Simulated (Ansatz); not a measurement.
Relaxation of a randomly generated symmetric cell of Ba (space group No. 12); 3 atoms in the cell, which starts as C2/m (No. 12), mS6; a = 10.2592 Å, b = 10.0073 Å, c = 4.3749 Å, α = 90.00°, β = 104.69°, γ = 90.00°. The numbers are results of PBEsol (plane waves to 420 eV, PAW, scalar-relativistic; Ansatz, a first-principles code), not measurements. Γ-centred k-mesh 5×5×8 on the run's cell (coarser than for final values), Fermi–Dirac smearing 0.05 eV. This is the first round of the run. 

The optimiser's lines from the output (shortened; P is positive under compression):

```
relax step   1: F+E_penalty+E_count = -17586.48510956 eV  Δ(F+E_penalty+E_count) = +0.000e0 eV  max|allowed force component| = 6.311e-30 eV/Å  Δτ_max = 0.0000 Å  P = -0.238 GPa  Ω = 217.240 Å³  (9 SCF iters, dr2 threshold 1.00e-7 eV, accepted)
relax step   2: F+E_penalty+E_count = -17586.64585355 eV  Δ(F+E_penalty+E_count) = -1.607e-1 eV  max|allowed force component| = 4.207e-30 eV/Å  Δτ_max = 0.0000 Å  P = -0.094 GPa  Ω = 211.333 Å³  (6 SCF iters, dr2 threshold 3.00e-7 eV, accepted)
relax step   3: F+E_penalty+E_count = -17586.78092493 eV  Δ(F+E_penalty+E_count) = -1.351e-1 eV  max|allowed force component| = 8.415e-30 eV/Å  Δτ_max = 0.0000 Å  P = +0.059 GPa  Ω = 207.285 Å³  (6 SCF iters, dr2 threshold 3.00e-7 eV, accepted)
relax step   4: F+E_penalty+E_count = -17586.90386521 eV  Δ(F+E_penalty+E_count) = -1.229e-1 eV  max|allowed force component| = 8.415e-30 eV/Å  Δτ_max = 0.0000 Å  P = +0.177 GPa  Ω = 204.608 Å³  (6 SCF iters, dr2 threshold 3.00e-7 eV, accepted)
relax step   5: F+E_penalty+E_count = -17587.03931342 eV  Δ(F+E_penalty+E_count) = -1.354e-1 eV  max|allowed force component| = 0.000e0 eV/Å  Δτ_max = 0.0000 Å  P = +0.226 GPa  Ω = 202.873 Å³  (6 SCF iters, dr2 threshold 3.00e-7 eV, accepted)
relax step   6: F+E_penalty+E_count = -17587.16540240 eV  Δ(F+E_penalty+E_count) = -1.261e-1 eV  max|allowed force component| = 1.473e-29 eV/Å  Δτ_max = 0.0000 Å  P = +0.195 GPa  Ω = 201.261 Å³  (6 SCF iters, dr2 threshold 3.00e-7 eV, accepted)
relax step   7: F+E_penalty+E_count = -17587.24709482 eV  Δ(F+E_penalty+E_count) = -8.169e-2 eV  max|allowed force component| = 2.104e-30 eV/Å  Δτ_max = 0.0000 Å  P = +0.164 GPa  Ω = 198.787 Å³  (6 SCF iters, dr2 threshold 3.00e-7 eV, accepted)
relax step   8: F+E_penalty+E_count = -17587.26995163 eV  Δ(F+E_penalty+E_count) = -2.286e-2 eV  max|allowed force component| = 4.207e-30 eV/Å  Δτ_max = 0.0000 Å  P = +0.038 GPa  Ω = 199.136 Å³  (6 SCF iters, dr2 threshold 3.00e-7 eV, accepted)
relax step   9: F+E_penalty+E_count = -17587.27047794 eV  Δ(F+E_penalty+E_count) = -5.263e-4 eV  max|allowed force component| = 9.466e-30 eV/Å  Δτ_max = 0.0000 Å  P = +0.009 GPa  Ω = 199.960 Å³  (5 SCF iters, dr2 threshold 2.07e-8 eV, accepted)
relax step  10: F+E_penalty+E_count = -17587.27049172 eV  Δ(F+E_penalty+E_count) = -1.377e-5 eV  max|allowed force component| = 2.524e-29 eV/Å  Δτ_max = 0.0000 Å  P = -0.001 GPa  Ω = 200.190 Å³  (8 SCF iters, accepted)
relax step  11: F+E_penalty+E_count = -17587.29776566 eV  Δ(F+E_penalty+E_count) = -2.727e-2 eV  max|allowed force component| = 4.207e-30 eV/Å  Δτ_max = 0.0000 Å  P = +0.186 GPa  Ω = 200.190 Å³  stress off target by 5.06e-1 GPa  SCF on the basis re-selected at this cell (its energy is not comparable with the rows above)  (8 SCF iters)
relax step  12: F+E_penalty+E_count = -17587.31192333 eV  Δ(F+E_penalty+E_count) = -1.416e-2 eV  max|allowed force component| = 4.207e-30 eV/Å  Δτ_max = 0.0000 Å  P = +0.091 GPa  Ω = 203.548 Å³  (6 SCF iters, dr2 threshold 3.00e-7 eV, accepted)
relax step  13: F+E_penalty+E_count = -17587.31680597 eV  Δ(F+E_penalty+E_count) = -4.883e-3 eV  max|allowed force component| = 8.415e-30 eV/Å  Δτ_max = 0.0000 Å  P = -0.018 GPa  Ω = 207.451 Å³  (6 SCF iters, dr2 threshold 1.66e-7 eV, accepted)
relax step  14: F+E_penalty+E_count = -17587.31712783 eV  Δ(F+E_penalty+E_count) = -3.219e-4 eV  max|allowed force component| = 5.259e-31 eV/Å  Δτ_max = 0.0000 Å  P = -0.022 GPa  Ω = 207.541 Å³  (5 SCF iters, dr2 threshold 1.13e-8 eV, accepted)
relax step  15: F+E_penalty+E_count = -17587.31841973 eV  Δ(F+E_penalty+E_count) = -1.292e-3 eV  max|allowed force component| = 6.574e-30 eV/Å  Δτ_max = 0.0000 Å  P = -0.009 GPa  Ω = 206.787 Å³  (7 SCF iters, dr2 threshold 1.17e-8 eV, accepted)
relax step  16: F+E_penalty+E_count = -17587.31882810 eV  Δ(F+E_penalty+E_count) = -4.084e-4 eV  max|allowed force component| = 2.630e-29 eV/Å  Δτ_max = 0.0000 Å  P = +0.002 GPa  Ω = 206.202 Å³  (8 SCF iters, dr2 threshold 1.57e-9 eV, accepted)
relax step  17: F+E_penalty+E_count = -17587.31892243 eV  Δ(F+E_penalty+E_count) = -9.433e-5 eV  max|allowed force component| = 2.104e-29 eV/Å  Δτ_max = 0.0000 Å  P = +0.003 GPa  Ω = 206.153 Å³  (6 SCF iters, dr2 threshold 1.43e-9 eV, accepted)
relax step  18: F+E_penalty+E_count = -17587.31899039 eV  Δ(F+E_penalty+E_count) = -6.796e-5 eV  max|allowed force component| = 1.052e-30 eV/Å  Δτ_max = 0.0000 Å  P = +0.002 GPa  Ω = 206.234 Å³  (6 SCF iters, dr2 threshold 1.11e-9 eV, accepted)
relax step  19: F+E_penalty+E_count = -17587.31900241 eV  Δ(F+E_penalty+E_count) = -1.202e-5 eV  max|allowed force component| = 7.889e-31 eV/Å  Δτ_max = 0.0000 Å  P = -0.000 GPa  Ω = 206.345 Å³  (7 SCF iters, accepted)
relax step  20: F+E_penalty+E_count = -17587.31924211 eV  Δ(F+E_penalty+E_count) = -2.397e-4 eV  max|allowed force component| = 5.259e-31 eV/Å  Δτ_max = 0.0000 Å  P = +0.002 GPa  Ω = 206.345 Å³  stress off target by 6.68e-3 GPa  SCF on the basis re-selected at this cell (its energy is not comparable with the rows above)  (6 SCF iters)
```

From the first to the last row the energy changes by -0.28 eV/atom and the volume by -5.0 %. The last row is marked as not comparable with the walk above it, whose basis was carried along; it does compare with step 1, since both stand on a basis selected at the nominal cutoff for their own cell.

Energy and pressure jump between steps 10 and 11 at one geometry, where the plane-wave basis was selected anew. While the cell walks, the set of plane waves is carried along, so its effective cutoff drifts with the strain; re-selecting it at 420 eV moved the energy by -0.009 eV/atom and the pressure by 0.2 GPa. Only step 1 and rows on a re-selected basis compare with each other.

Later rounds, restarted from the end of this one on a renewed k-mesh, logged 6 more steps and released under 0.01 eV/atom more. The final structure after all rounds: Cmmm (No. 65), oS6; a = 9.672 Å, b = 9.749 Å, c = 4.392 Å, α = β = γ = 90.00°. Between re-selections the logged energies stand on a plane-wave basis carried along with the cell. No spin polarisation in the result.

The run could not lose the symmetry of its start, so the end can be a saddle point.

All atoms sit on sites fixed by symmetry, so only the cell could relax.

The relaxed structure here is a generated cell of Ba: the first start was made by a random draw of sites in a space group, and the end was not matched to a known phase here, so it may be hypothetical. Known forms of Ba include space group No. 229.
